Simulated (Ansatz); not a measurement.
The start is a generated trial cell of Cr in the diamond structure type. Cell shape, volume and atoms are optimised at zero target pressure with PBE (plane waves to 420 eV, PAW, scalar-relativistic; Ansatz, an electronic-structure program). The first steps use a coarse 11×11×11 k-mesh.

The start:
```
CELL_PARAMETERS angstrom
      0.00000     2.56700     2.56700
      2.56700     0.00000     2.56700
      2.56700     2.56700     0.00000
ATOMIC_POSITIONS crystal
  Cr 0.25000 0.25000 0.25000
  Cr 0.00000 0.00000 0.00000
```
Spin-polarised start, with parallel moments on Cr.

```json
{
 "outcome": "The space group stays Fd-3m (No. 227) (the run could not lower it); the end is diamond type, with 2 atoms in the primitive cell",
 "energy_released": "under 0.01 eV/atom",
 "volume_change": "-2.2 %, from 16.92 to 16.54 Å³/atom",
 "Shortest distances (start → end)": "The closest pairs of elements (up to four, under 3.6 Å), start → end: Cr–Cr 2.22 → 2.21 Å",
 "optimiser_moves": "4"
}
```

Final structure:

Space group Fd-3m, origin choice 1 (No. 227); a = b = c = 5.0955 Å, α = β = γ = 90.00°

```
atom  site  symmetry       x       y       z
----  ----  --------  ------  ------  ------
Cr      8b      -43m  0.5000  0.5000  0.5000
```
(The calculation used a cell of 2 atoms; values per cell refer to that cell.)

Final values are on a 16×16×16 k-mesh of the relaxed cell. No spin polarisation in the result: the starting moments vanished. A magnetic state may lie lower.

The run could not lower the symmetry of its start; a shaken copy of this end point relaxes with PBE to Im-3m (No. 229), 2.17 eV/atom lower.

The relaxed structure here is a generated cell of Cr: the first start was made by placing the elements on the sites of a structure type, and the end was not matched to a known phase here, so it may be hypothetical. Known forms of Cr include space group No. 229.
